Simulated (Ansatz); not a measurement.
Relaxation of a generated cell, Hf built in the AFLOW prototype A_cI16_220_c (as in Li); 8 atoms in the cell, which starts as I-43d (No. 220), cI16; a = b = c = 7.108 Å, α = β = γ = 90.00°. The numbers are results of PBE (plane waves to 420 eV, PAW, scalar-relativistic; Ansatz, a first-principles code), not measurements. Γ-centred k-mesh 7×7×7 on the run's cell (coarser than for final values), Fermi–Dirac smearing 0.05 eV. This is the first round of the run. 

The optimiser's lines from the output (shortened; P is positive under compression):

```
relax step   1: F+E_penalty+E_count = -125767.64181830 eV  Δ(F+E_penalty+E_count) = +0.000e0 eV  max|allowed force component| = 1.065e0 eV/Å  Δτ_max = 0.0000 Å  P = +3.942 GPa  Ω = 179.575 Å³  (8 SCF iters, dr2 threshold 1.00e-7 eV, accepted)
relax step   2: F+E_penalty+E_count = -125769.77700499 eV  Δ(F+E_penalty+E_count) = -2.135e0 eV  max|allowed force component| = 4.093e-1 eV/Å  Δτ_max = 0.1956 Å  P = -1.028 GPa  Ω = 184.830 Å³  (7 SCF iters, dr2 threshold 8.00e-7 eV, accepted)
relax step   3: F+E_penalty+E_count = -125770.14303342 eV  Δ(F+E_penalty+E_count) = -3.660e-1 eV  max|allowed force component| = 1.923e-2 eV/Å  Δτ_max = 0.1332 Å  P = -0.390 GPa  Ω = 181.025 Å³  (7 SCF iters, dr2 threshold 8.00e-7 eV, accepted)
relax step   4: F+E_penalty+E_count = -125770.14465229 eV  Δ(F+E_penalty+E_count) = -1.619e-3 eV  max|allowed force component| = 3.648e-3 eV/Å  Δτ_max = 0.0047 Å  P = -0.067 GPa  Ω = 180.514 Å³  (5 SCF iters, dr2 threshold 3.81e-7 eV, accepted)
relax step   5: F+E_penalty+E_count = -125770.14472855 eV  Δ(F+E_penalty+E_count) = -7.626e-5 eV  max|allowed force component| = 4.252e-5 eV/Å  Δτ_max = 0.0011 Å  P = +0.001 GPa  Ω = 180.410 Å³  (5 SCF iters, dr2 threshold 1.12e-8 eV, accepted)
relax step   6: F+E_penalty+E_count = -125770.14499675 eV  Δ(F+E_penalty+E_count) = -2.682e-4 eV  max|allowed force component| = 4.154e-5 eV/Å  Δτ_max = 0.0000 Å  P = -0.000 GPa  Ω = 180.410 Å³  stress off target by 4.82e-5 GPa  SCF on the basis re-selected at this cell (its energy is not comparable with the rows above)  (6 SCF iters)
```

From the first to the last row the energy changes by -0.31 eV/atom and the volume by +0.5 %. The last row is marked as not comparable with the walk above it, whose basis was carried along; it does compare with step 1, since both stand on a basis selected at the nominal cutoff for their own cell.

Later rounds, restarted from the end of this one on a renewed k-mesh, logged 2 more steps and released under 0.01 eV/atom more. The final structure after all rounds: I-43d (No. 220), cI16, AFLOW prototype A_cI16_220_c (as in Li); a = b = c = 7.119 Å, α = β = γ = 90.00°. Between re-selections the logged energies stand on a plane-wave basis carried along with the cell. No spin polarisation in the result.

The run could not lose the symmetry of its start: the end is stationary, and may be a saddle point rather than a minimum.

The relaxed structure here is a generated cell of Hf: the first start was made by placing the elements on the sites of a structure type, and the end was not matched to a known phase here, so it may be hypothetical. Known forms of Hf include space group No. 194.
